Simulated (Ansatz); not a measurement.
Energies of structures of TiTe2 at several levels, each column relative to the first row (P-3m1, hP3, CdI2 type), in eV/atom. Geometries are relaxed with r2SCAN (plane waves to 500 eV, PAW, scalar-relativistic; Ansatz, a first-principles code) unless a column says relaxed; all runs are Ansatz, PAW (cutoffs: PBEsol, relaxed 420 eV, PBE, relaxed 420 eV). Columns compare only within themselves.

```csv
structure,r2SCAN,"PBEsol, relaxed","PBE, relaxed"
"P-3m1, hP3, CdI2 type",0.00,0.00,0.00
"Pnnm, oP6, AFLOW prototype AB2_oP6_58_a_g (as in Fe2C)",+0.11,[?],+0.09
"P-31m, hP9, AFLOW prototype AB2_hP9_162_ad_k (as in V2N)",+0.13,–,+0.12
"P4₂/mnm, tP6, rutile type",+0.13,[?],+0.12
"P2₁/c, mP12, AFLOW prototype A2B_mP12_14_2e_e (C43, as in ZrO2)",+0.20,–,+0.17
"I4₁/amd, tI12, anatase type",+0.22,[?],–
"Pnma, oP12, AFLOW prototype A2B_oP12_62_2c_c (C23, as in PbCl2)",+0.33,[?],+0.26
```

Question: Complete the blanks.

Answer: 
- Pnnm, oP6, AFLOW prototype AB2_oP6_58_a_g (as in Fe2C), PBEsol, relaxed: +0.08
- P4₂/mnm, tP6, rutile type, PBEsol, relaxed: +0.13
- I4₁/amd, tI12, anatase type, PBEsol, relaxed: +0.21
- Pnma, oP12, AFLOW prototype A2B_oP12_62_2c_c (C23, as in PbCl2), PBEsol, relaxed: +0.20

At PBEsol, relaxed the lowest of those computed is still P-3m1, hP3, CdI2 type. At PBE, relaxed the lowest of those computed is still P-3m1, hP3, CdI2 type. Against r2SCAN, PBEsol moves these energy differences by -0.13 to -0.01 eV/atom and the volumes by -11.7 % to -5.3 %. Against r2SCAN, PBE moves these energy differences by -0.07 to 0.00 eV/atom and the volumes by -2.7 % to +0.4 %.

Probably no minimum, since a slightly shaken restart fell lower: P4₂/mnm, tP6, rutile type (by 0.03 eV/atom, to Pnnm). 1 run with a doubtful electronic state, a coarser numerical grid, an end not at rest or a source that can't be used is left out. 4 generated cells of layers, chains or molecules, poorly bound without dispersion, are left out. Each run could gain symmetry but not lose that of its start, so entries can be saddle points. From databases, or of a type measured for this composition: P-3m1, hP3, CdI2 type; the others are generated cells (placed on structure types, drawn at random, substituted or restacked) that were not matched to a known phase here. Static energies at zero pressure. The runs use different k-meshes, so differences are rounded accordingly. No spin polarisation in the result. No dispersion correction is included, so spacings between layers, chains or molecules are soft and tend to come out too large. Without spin-orbit coupling the bands of the heavy element are not split, so the gap can be far off. Gaps of cells over 8 atoms come from the SCF mesh and high-symmetry points alone.
